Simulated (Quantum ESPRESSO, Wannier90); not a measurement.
# Wannier functions of LiF (rock salt)

Cell from Materials Project (mp-1138), symmetrised, no further relaxation. COD (Crystallography Open Database) has an entry of this formula and space group (matched by these alone). Computed values, not measurements, from PBEsol: Quantum ESPRESSO (norm-conserving PseudoDojo potentials, cutoff 68 Ry, no spin polarisation, no spin-orbit coupling) on a Γ-centred 10×10×10 mesh, then Wannier90. Density: 14×14×14 mesh, cold smearing 0.01 Ry.

On the energy scale of pw.x, whose zero is arbitrary, the valence-band maximum lies at 0.50 eV.

Input w.win:

```
num_bands = 4
num_wann = 4
exclude_bands = 1,6-16
num_iter = 1000
conv_tol = 1.0e-6
conv_window = 4
write_hr = true
write_u_matrices = true
auto_projections = true
begin unit_cell_cart
ang
    0.0000000000    2.0417150000    2.0417150000
    2.0417150000    0.0000000000    2.0417150000
    2.0417150000    2.0417150000    0.0000000000
end unit_cell_cart
begin atoms_frac
Li   0.0000000000  0.0000000000  0.0000000000
F    0.5000000000  0.5000000000  0.5000000000
end atoms_frac
mp_grid = 10 10 10
begin kpoints
0.0000000000 0.0000000000 0.0000000000
0.0000000000 0.0000000000 0.1000000000
0.0000000000 0.0000000000 0.2000000000
... (997 more lines: the 10x10x10 mesh through Gamma)
end kpoints
```

Input of pw2wannier90.x that gives the overlap and projection files (equivalent; here they were cut from one run over all bands):

```
&inputpp
  outdir = './out'
  prefix = 'pwscf'
  seedname = 'w'
  write_amn = .true.
  write_mmn = .true.
  scdm_proj = .true.
  scdm_entanglement = 'isolated'
/
```

Output w.wout (banner and timings cut):

```
                                    ------
                                    SYSTEM
                                    ------

                              Lattice Vectors (Ang)
                    a_1     0.000000   2.041715   2.041715
                    a_2     2.041715   0.000000   2.041715
                    a_3     2.041715   2.041715   0.000000

                   Unit Cell Volume:      17.02219  (Ang^3)

                        Reciprocal-Space Vectors (Ang^-1)
                    b_1    -1.538703   1.538703   1.538703
                    b_2     1.538703  -1.538703   1.538703
                    b_3     1.538703   1.538703  -1.538703

 *----------------------------------------------------------------------------*
 |   Site       Fractional Coordinate          Cartesian Coordinate (Ang)     |
 +----------------------------------------------------------------------------+
 | li   1   0.00000   0.00000   0.00000   |    0.00000   0.00000   0.00000    |
 | f    1   0.50000   0.50000   0.50000   |    2.04171   2.04171   2.04171    |
 *----------------------------------------------------------------------------*
                                ------------
                                K-POINT GRID
                                ------------

             Grid size = 10 x 10 x 10      Total points = 1000

 *---------------------------------- MAIN ------------------------------------*
 |  Number of Wannier Functions               :                 4             |
 |  Number of Objective Wannier Functions     :                 4             |
 |  Number of input Bloch states              :                 4             |
 |  Output verbosity (1=low, 5=high)          :                 1             |
 |  Timing Level (1=low, 5=high)              :                 1             |
 |  Optimisation (0=memory, 3=speed)          :                 3             |
 |  Length Unit                               :               Ang             |
 |  Post-processing setup (write *.nnkp)      :                 F             |
 |  Using Gamma-only branch of algorithms     :                 F             |
 *----------------------------------------------------------------------------*
 *------------------------------- WANNIERISE ---------------------------------*
 |  Total number of iterations                :              1000             |
 |  Number of CG steps before reset           :                 5             |
 |  Trial step length for line search         :             2.000             |
 |  Convergence tolerence                     :         0.100E-05             |
 |  Convergence window                        :                 4             |
 |  Iterations between writing output         :                 1             |
 |  Iterations between backing up to disk     :               100             |
 |  Write r^2_nm to file                      :                 F             |
 |  Write xyz WF centres to file              :                 F             |
 |  Write on-site energies <0n|H|0n> to file  :                 F             |
 |  Use guiding centre to control phases      :                 F             |
 |  Use phases for initial projections        :                 F             |
 *----------------------------------------------------------------------------*
 *-------------------------------- PLOTTING ----------------------------------*
 |  Plotting Hamiltonian in WF basis          :                 T             |
 *----------------------------------------------------------------------------*

       ... (k-mesh section left out)

 Starting a new Wannier90 calculation ...

 Reading overlaps from w.mmn

 Reading projections from w.amn

 *------------------------------- WANNIERISE ---------------------------------*
 +--------------------------------------------------------------------+<-- CONV
 | Iter  Delta Spread     RMS Gradient      Spread (Ang^2)            |<-- CONV
 +--------------------------------------------------------------------+<-- CONV

 ------------------------------------------------------------------------------
 Initial State
  WF centre and spread    1  ( -1.957132, -1.806979, -1.896479 )     0.46243365
  WF centre and spread    2  (  0.084583,  1.806979,  0.145236 )     0.46243365
  WF centre and spread    3  (  1.765926, -0.000000, -0.002999 )     0.47582307
  WF centre and spread    4  (  0.107271,  0.000000,  1.754862 )     0.44096962
  Sum of centres and spreads (  0.000649,  0.000000,  0.000619 )     1.84165998

      0     0.184E+01     0.0000000000        1.8416599839  <-- CONV
        O_D=      0.0046511 O_OD=      0.3484627 O_TOT=      1.8416600 <-- SPRD
 ------------------------------------------------------------------------------
      1    -0.947E-02     0.0195215961        1.8321934473  <-- CONV
        O_D=      0.0006972 O_OD=      0.3429500 O_TOT=      1.8321934 <-- SPRD
      2    -0.930E-03     0.0151882216        1.8312633016  <-- CONV
        O_D=      0.0002892 O_OD=      0.3424279 O_TOT=      1.8312633 <-- SPRD
      3    -0.516E-03     0.0108430740        1.8307474170  <-- CONV
        O_D=      0.0000758 O_OD=      0.3421254 O_TOT=      1.8307474 <-- SPRD
      4    -0.132E-03     0.0063807331        1.8306154501  <-- CONV
        O_D=      0.0000299 O_OD=      0.3420393 O_TOT=      1.8306155 <-- SPRD
      5    -0.450E-04     0.0032477774        1.8305704365  <-- CONV
        O_D=      0.0000194 O_OD=      0.3420049 O_TOT=      1.8305704 <-- SPRD
       ... (lines left out)
     66    -0.597E-06     0.0003463633        1.8292195128  <-- CONV
        O_D=      0.0000137 O_OD=      0.3406596 O_TOT=      1.8292195 <-- SPRD
     67    -0.556E-06     0.0004160768        1.8292189568  <-- CONV
        O_D=      0.0000136 O_OD=      0.3406591 O_TOT=      1.8292190 <-- SPRD
     68    -0.887E-06     0.0003344039        1.8292180693  <-- CONV
        O_D=      0.0000138 O_OD=      0.3406581 O_TOT=      1.8292181 <-- SPRD
             <<<     Delta < 1.000E-06  over  4 iterations     >>>
             <<< Wannierisation convergence criteria satisfied >>>
 Final State
  WF centre and spread    1  ( -1.950358, -1.804296, -1.900287 )     0.45756086
  WF centre and spread    2  (  0.091357,  1.804296,  0.141428 )     0.45756086
  WF centre and spread    3  (  1.753038, -0.000000, -0.008603 )     0.45985697
  WF centre and spread    4  (  0.106687,  0.000000,  1.767967 )     0.45423938
  Sum of centres and spreads (  0.000725,  0.000000,  0.000506 )     1.82921807

         Spreads (Ang^2)       Omega I      =     1.488546225
        ================       Omega D      =     0.000013786
                               Omega OD     =     0.340658059
    Final Spread (Ang^2)       Omega Total  =     1.829218069
```
